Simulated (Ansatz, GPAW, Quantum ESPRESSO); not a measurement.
# Sn3Te: 7 runs at one level of theory

```xyz
4
Lattice="4.8656 0.0000 0.0000 0.0000 4.8656 0.0000 0.0000 0.0000 4.8656" Properties=species:S:1:pos:R:3 pbc="T T T"
Te    0.0000    0.0000    0.0000
Sn    0.0000    2.4328    2.4328
Sn    2.4328    0.0000    2.4328
Sn    2.4328    2.4328    0.0000
```

The cell comes from a database or a generator and needn't be the stable form of this composition.

Alike in all runs: task band structure; functional PBEsol; k mesh 6 × 6 × 6; occupations fermi-dirac, width 0.05 eV; no spin polarisation; no spin-orbit coupling. Pressure is positive in compression and, in plane waves, holds the error of the finite cutoff, which Ansatz's Pulay term estimates and takes out.

```csv
program and potentials,plane-wave cutoff (eV),notes,pressure (GPa)
"Ansatz, Ansatz PAW",420,"potentials made for PBE, which Ansatz adapts in part; 14.5 valence electrons an atom on average; Pulay term of +0.03 GPa included",-2.36
"Ansatz, PseudoDojo standard (PBEsol files)",1120,14.5 valence electrons an atom on average,-2.41
"Quantum ESPRESSO, GBRV 1.5 PBEsol",925,12 valence electrons an atom on average,-2.62
"Ansatz, PseudoDojo stringent (PBEsol files)",1388,22.5 valence electrons an atom on average,?
"Ansatz, all-electron LAPW, scalar-relativistic",-,-,-2.35
"GPAW, PAW data sets generated for this functional",600,12 valence electrons an atom on average,-2.60
"Ansatz, Ansatz PAW (files of its older set among them)",640,"potentials made for PBE, which Ansatz adapts in part; 20.5 valence electrons an atom on average",-2.35
```

Q: Estimate from the other rows what the run with Ansatz, PseudoDojo stringent (PBEsol files) gave.

A: Pressure -2.25 GPa. Its pressure holds a Pulay term of +0.02 GPa. The other rows, which needn't bracket it: pressure -2.62 to -2.35.
